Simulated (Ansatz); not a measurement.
Y$_{3}$Si:
```
CELL_PARAMETERS angstrom
      0.00000     3.69954     3.69954
      3.69954     0.00000     3.69954
      3.69954     3.69954     0.00000
ATOMIC_POSITIONS crystal
  Si 0.00000 0.00000 0.00000
  Y  0.50000 0.50000 0.50000
  Y  0.25000 0.25000 0.25000
  Y  0.75000 0.75000 0.75000
```

Relaxed with PBE. Special points in fractions of this cell's reciprocal vectors: Γ (0.000, 0.000, 0.000); X (0.500, 0.000, 0.500); U (0.625, 0.250, 0.625); K (0.375, 0.375, 0.750); L (0.500, 0.500, 0.500); W (0.500, 0.250, 0.750).

Q: List the band energies nearest the Fermi level at these points for the program Ansatz at the PBE level (PAW).

A: In eV from the Fermi level; about four levels below and three above (degenerate sets whole), none deeper than 8.9 eV; points with the same levels are listed once.

```
k                                below                above
-  -----------------------------------  -------------------
Γ  -2.12 -2.12 -2.12 -1.47 -1.47 -0.46       0.52 0.52 0.52
X              -1.76 -1.55 -1.38 -1.38       0.28 0.32 0.32
U              -1.81 -1.33 -0.35 -0.01       0.62 0.98 1.31
L              -3.69 -2.30 -2.30 -0.15  0.07 0.07 0.56 0.56
W              -1.97 -1.28 -0.08 -0.08  0.51 1.15 1.27 1.27
```

Space group Fm-3m. The cell is a constructed one: a structure type filled with these elements; neither database checked (COD, Materials Project) lists it. Whether it is the stable phase at ambient conditions was not checked. The PBE relaxation kept the symmetry of its start. At this level the phase is dynamically unstable (imaginary phonons). No spin polarisation was allowed. Spin–orbit coupling is left out wherever it is not named.

Potentials: the later of the program's two PAW sets.
